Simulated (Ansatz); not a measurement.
AgI:
```xyz
2
Lattice="0.0000 3.3098 3.3098 3.3098 0.0000 3.3098 3.3098 3.3098 0.0000" Properties=species:S:1:pos:R:3 pbc="T T T"
Ag     0.0000     0.0000     0.0000
I      1.6549     1.6549     1.6549
```

Relaxed with HSE06.

### Question
Give the Bader charges and basin volumes of the independent atoms, DFT-HSE06 in the program Ansatz with PAW potentials.

### Answer


| atom | Bader charge (e) | Bader volume (Å³) |
|---|---|---|
| Ag1 | +0.36 | 25.9 |
| I2 | -0.36 | 45.5 |

Space group F-43m (zinc blende). Symmetry was held in the HSE06 relaxation. No spin polarisation was allowed. Spin–orbit coupling is left out wherever it is not named.

Potentials: the earlier of the program's two PAW sets.
